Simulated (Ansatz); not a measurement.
This ZnCd5O6 structure is the end of a relaxation. The cell was found from a structure generator's guess, not taken from experiment.

Computed with Ansatz, DFT PBE, scalar-relativistic, plane waves, PAW. Cutoff 420 eV, Γ-centred mesh, Gaussian smearing, no spin polarisation.

```xyz
12
Lattice="3.3034 0.0000 0.0000 0.0000 4.7238 0.0000 0.0000 0.0000 10.0008" Properties=species:S:1:pos:R:3 pbc="T T T"
Zn    0.0000    0.0000    5.0004
Cd    0.0000    0.0000    8.2727
Cd    1.6517    2.3619    0.0000
Cd    0.0000    0.0000    1.7282
Cd    1.6517    2.3619    3.3907
Cd    1.6517    2.3619    6.6102
O     0.0000    2.3619    8.3141
O     1.6517    0.0000    0.0000
O     0.0000    2.3619    1.6868
O     1.6517    0.0000    3.5218
O     0.0000    2.3619    5.0004
O     1.6517    0.0000    6.4791
```

Energies over the elements count from the elements' standard structures at the same level (O₂ as a molecule), with no fitted energy shifts.

(1) What space group does it have?

(2) How far does it lie from the elements in energy?

(3) Is it a metal?

Answers

(1) Pmmm (No. 47), with Zn and Cd ordered on rock salt sites. Conventional cell: a = 3.303 Å, b = 4.724 Å, c = 10.001 Å. Around Zn lie 4 O at 2.22 Å and 2 O at 2.36 Å; Cd on a site of symmetry mm2 is surrounded by 6 O at 2.36–2.44 Å; Cd on a site of symmetry mmm is surrounded by 6 O at 2.36 Å; O on a site of symmetry mm2 is surrounded by 6 Cd at 2.36–2.37 Å; 4 more sites not described.

(2) −1.03 eV/atom. Whether it is stable depends on the other phases of the system, which aren't compared here.

(3) There is no gap on the 12×8×4 mesh, but valence and conduction bands overlap by only 0.27 eV, so at this level it is a semimetal.

The last run used a 12×8×4 mesh (in the run's order of axes) for its 12-atom cell and Gaussian smearing of 0.10 eV. The zero gap may come from the functional, which often closes small gaps. A later test with randomly moved atoms ended 2 meV/atom lower, in P2 at a loose tolerance, which is no clear verdict on its stability.
